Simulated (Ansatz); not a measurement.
## How far is PAW off for SbMo?

```yaml
crystal:
  lattice:
    - [4.64377, 0.00000, 0.00000]
    - [-2.32188, 4.02162, 0.00000]
    - [0.00000, 0.00000, 5.45412]
  atoms:
    - { symbol: Mo, position: [0.33333, 0.66667, 0.93801] }
    - { symbol: Mo, position: [0.66667, 0.33333, 0.43801] }
    - { symbol: Sb, position: [0.33333, 0.66667, 0.43799] }
    - { symbol: Sb, position: [0.66667, 0.33333, 0.93799] }
```

Atom numbers follow the list: Mo1, Mo2, Sb3, Sb4.

The conventional cell has a = 4.644 Å, b = 4.644 Å, c = 5.454 Å, α = 90.00°, β = 90.00°, γ = 120.00°. Mo (atom 1) has 5 Sb at 2.68 to 2.73 Å as nearest neighbours. Sb (atom 3) is surrounded by 5 Mo at 2.68 to 2.73 Å.

The structure comes from a relaxation in the same program, started in the wurtzite type, and has space group P6_3/mmc. Whether it is a known phase or the ground state wasn't checked. The relaxation left the symmetry of that type.

No spin–orbit coupling, which matters for the heavy atoms here.

All numbers are computed: DFT, PBE, PAW with Ansatz's default frozen-core files, scalar-relativistic (Ansatz 0.2.0); DFT, PBE, all-electron PAW with datasets made for the crystal, scalar-relativistic (Ansatz 0.2.0); DFT, PBE, all-electron LAPW, scalar-relativistic (Ansatz 0.2.0).

For PAW: a Γ-centred 9×9×5 k mesh, Fermi–Dirac smearing of 0.05 eV, cutoff 420 eV, no spin polarisation. The crystal-made all-electron datasets (AE datasets) take a cutoff of 260 eV at this cell. LAPW targets a basis error of 1 meV/atom. The Ansatz runs share mesh, smearing and spin set-up. Plane-wave (PAW) pressures include the program's estimate of the Pulay term.

Stress and pressure are positive in compression.

Spin–orbit coupling is left out, which moves gradients at and beside heavy atoms by some per cent and at worst by a factor of two.

In a metal, gradients converge slowly with the k mesh: the values move by tens of per cent from one mesh to another, at times in sign, so only the comparison on one mesh counts.

Levels count from the Fermi level.

```json
{"quantity": "pressure (GPa)", "PAW": "-0.01", "AE datasets": "-0.01", "LAPW": "-0.01"}
{"quantity": "highest filled level at L (eV)", "PAW": "-0.351", "AE datasets": "-0.351", "LAPW": "-0.351"}
{"quantity": "lowest empty level at L (eV)", "PAW": "0.494", "AE datasets": "0.495", "LAPW": "0.495"}
{"quantity": "highest filled level at M (eV)", "PAW": "-0.052", "AE datasets": "-0.052", "LAPW": "-0.052"}
{"quantity": "lowest empty level at M (eV)", "PAW": "0.403", "AE datasets": "0.405", "LAPW": "0.405"}
{"quantity": "highest filled level at A (eV)", "PAW": "-0.200", "AE datasets": "-0.199", "LAPW": "-0.199"}
{"quantity": "lowest empty level at A (eV)", "PAW": "2.161", "AE datasets": "2.164", "LAPW": "2.164"}
{"quantity": "field gradient Vzz at Mo1 (10²¹ V/m²)", "PAW": "5.12", "AE datasets": "5.21", "LAPW": "–"}
{"quantity": "field gradient Vzz at Sb3 (10²¹ V/m²)", "PAW": "6.66", "AE datasets": "6.57", "LAPW": "–"}
```

PAW's pressure differs from the LAPW value by about 0.01 GPa or less.
